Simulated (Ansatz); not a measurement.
NbAl3:
```
NbAl3
1.0
   -1.89646     1.89646     4.25473
    1.89646    -1.89646     4.25473
    1.89646     1.89646    -4.25473
Al Nb
3 1
Cartesian
  0.00000   0.00000   4.25473
  0.00000   1.89646   2.12737
  1.89646   0.00000   2.12737
  0.00000   0.00000   0.00000
```

Relaxed with LDA. Special points in fractions of this cell's reciprocal vectors: Γ (0.000, 0.000, 0.000); X (0.000, 0.000, 0.500); P (0.250, 0.250, 0.250); N (0.000, 0.500, 0.000); M (0.500, 0.500, -0.500); S (0.300, 0.700, -0.300); S0 (-0.300, 0.300, 0.300); R (-0.099, 0.099, 0.500); G (0.500, 0.500, -0.099).

List the band energies nearest the Fermi level at these points for LDA in the plane-wave PAW code Ansatz.

In eV from the Fermi level; about four levels below and three above (degenerate sets whole), none deeper than 8.9 eV; points with the same levels are listed once.

```csv
k,below,above
Γ,-2.81 -2.75 -2.10 -2.10,0.09 1.74 1.74
X,-4.00 -2.86 -2.59 -2.08,1.67 1.81 2.75
P,-4.70 -2.35 -2.35 -1.48,0.59 1.68 1.81
N,-3.00 -2.14 -1.28 -0.32,1.61 1.91 2.89
M,-1.03 -1.03 -1.01 -0.08 -0.08,0.26 3.13 5.49
S,-2.06 -1.70 -1.29 -0.22,1.23 2.11 2.82
R,-3.73 -2.76 -2.10 -1.95,1.34 1.86 2.19
```

Space group I4/mmm. The workflow started from a Materials Project entry (that database holds measured and hypothetical structures alike); the Crystallography Open Database copy checked does not list it. With Al and Nb taken as one species the cell has the higher symmetry I4/mmm, so it may be an ordered model of a mixed-site phase. Its standing as an ambient phase is unchecked. The cell was relaxed with LDA under the symmetry of its start; of distortions, only those at the zone centre were tested. No spin polarisation was allowed. Spin–orbit coupling is left out wherever it is not named.

Potentials: the later of the program's two PAW sets.
